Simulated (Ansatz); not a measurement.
# Hf4H3: vibrational free energy, entropy and heat capacity

Level of theory: DFT PBE, scalar-relativistic, plane waves, PAW (Ansatz). Settings: 420 eV plane-wave cutoff, Γ-centred 8×8×8 mesh, Gaussian smearing of 0.10 eV. No spin polarisation. Phonons by linear response, acoustic sum rule imposed.

Relaxed structure:
```xyz
7
Lattice="4.5990 0.0000 0.0000 0.0000 4.5990 0.0000 0.0000 0.0000 4.6860" Properties=species:S:1:pos:R:3 pbc="T T T"
Hf    1.1782    1.1782    1.2214
Hf    3.4208    3.4208    1.2214
Hf    3.4208    1.1782    3.4647
Hf    1.1782    3.4208    3.4647
H     0.0000    0.0000    0.0000
H     0.0000    0.0000    2.3430
H     2.2995    2.2995    0.0000
```

The cell was found from a structure generator's guess, not taken from experiment. In a metal, frequencies and elastic constants depend on the k mesh and the smearing, soft modes and shear constants most. Spin–orbit coupling is left out, which matters for heavy elements.

Force constants from linear response on a 2×2×2 q mesh, interpolated to a fine mesh.

Phonon density of states, in bins of 20 cm⁻¹:
```csv
bin centre (cm⁻¹),share of modes (%)
10,0.1
30,0.8
50,3.8
70,9.2
90,15.0
110,15.1
130,5.3
150,4.3
170,3.3
190,0.3
210,0.0
230,0.0
250,0.0
270,0.0
290,0.0
310,0.0
330,0.0
350,0.0
370,0.0
390,0.0
410,0.0
430,0.0
450,0.0
470,0.0
490,0.0
510,0.0
530,0.0
550,0.0
570,0.0
590,0.0
610,0.0
630,0.0
650,0.0
670,0.0
690,0.0
710,0.0
730,0.0
750,0.0
770,0.0
790,0.0
810,0.0
830,0.0
850,0.0
870,0.0
890,0.0
910,0.0
930,0.0
950,0.0
970,0.0
990,0.0
1010,0.0
1030,0.0
1050,0.0
1070,0.0
1090,1.4
1110,8.1
1130,4.4
1150,0.3
1170,0.0
1190,0.0
1210,0.2
1230,7.2
1250,2.7
1270,3.9
1290,1.5
1310,4.7
1330,3.6
1350,0.5
1370,4.3
```

Task: What is the zero-point energy per atom?

Result: 108.9 meV.

Task: How large are the vibrational entropy and heat capacity at 300 K?

Result: S = 3.08 k_B and C_V = 1.81 k_B per atom, 60 % of the Dulong–Petit value.

Task: Tabulate them against temperature.

Result:
```
T (K)  F_vib (meV/atom)  S (k_B/atom)  C_V (k_B/atom)
  100             104.4          1.31            1.42
  200              88.1          2.38            1.65
  300              64.4          3.08            1.81
  400              35.4          3.62            2.01
  500               2.1          4.09            2.20
  600             -35.0          4.51            2.36
  700             -75.4          4.88            2.48
  800            -119.0          5.22            2.58
  900            -165.3          5.53            2.65
 1000            -214.2          5.81            2.71
```
